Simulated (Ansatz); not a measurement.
AlZnNO:
```yaml
crystal:
  lattice:
    - [3.13506, 0.00000, 0.00000]
    - [-1.56753, 2.71504, 0.00000]
    - [0.00000, 0.00000, 5.15068]
  atoms:
    - { symbol: Al, position: [0.33333, 0.66667, 0.50422] }
    - { symbol: Zn, position: [0.66667, 0.33333, 0.98770] }
    - { symbol: O, position: [0.33333, 0.66667, 0.15216] }
    - { symbol: N, position: [0.66667, 0.33333, 0.60592] }
```

Relaxed with r²SCAN.

Task: Give the Bader charges and basin volumes of the independent atoms, r²SCAN in the plane-wave PAW code Ansatz.

Result: 

| atom | Bader charge (e) | Bader volume (Å³) |
|---|---|---|
| Al1 | +2.50 | 3.8 |
| Zn2 | +1.22 | 10.3 |
| O3 | -1.46 | 13.0 |
| N4 | -2.26 | 16.8 |

Space group P3m1. The start of the workflow was typed in or built on a structure type; neither database checked (COD, Materials Project) lists it. Whether it is the stable phase at ambient conditions was not checked. The r²SCAN relaxation kept the symmetry of its start; its stability against distortions is not shown here.

Potentials: the earlier of the program's two PAW sets.
